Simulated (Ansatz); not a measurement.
Ni: one input, then a changed one

The cell comes from COD entry 9008476, which wasn't checked; take it as a given geometry.

First run: DFT, PBEsol, PAW with Ansatz's default frozen-core files, scalar-relativistic (Ansatz 0.2.0).

Command: `ansatz run input.yaml --threads 1 --pin off --max-ram 3072MiB --backend cpu --events-out ev --progress --plain --runs-dir out` The run took 22 s on 1 thread of Arm Neoverse V1 (shared host).

```yaml
crystal:
  lattice:
    - [0.0, 1.761935, 1.761935]
    - [1.761935, 0.0, 1.761935]
    - [1.761935, 1.761935, 0.0]
  atoms:
    - { symbol: Ni, position: [0.0, 0.0, 0.0], spin: 1.5 }
magnetization:
  spin_polarized: true
kpoints:
  mp_grid: { grid: [16, 16, 16] }
scf:
  occupations: { method: fermi_dirac, width: 0.05 }
hamiltonian:
  xc: pbesol
  pseudopotentials: { kind: paw }
output:
  forces: true
  stress: true
  efg: { contact_densities: true }
relax:
  f_tol: 0.005
  max_steps: 80
  cell: {}
```

Result: converged; relaxed volume 10.372 Å³/atom; moment 0.59 μB; 46 SCF iterations in all.

The input is then changed:

```diff
@@ -9,7 +9,8 @@
   spin_polarized: true
 kpoints:
-  mp_grid: { grid: [16, 16, 16] }
+  mp_grid: { grid: [8, 8, 8] }
 scf:
   occupations: { method: fermi_dirac, width: 0.05 }
+  convergence: { dr2_threshold: 1.0e-11 }
 hamiltonian:
   xc: pbesol
```

(1) What does the second run give?

## Answers

(1) It converged; energy at zero smearing +0.6 meV/atom from the first run; relaxed volume 10.400 Å³/atom; moment 0.70 μB; 53 SCF iterations in all. Some of these settings are too coarse for converged properties.
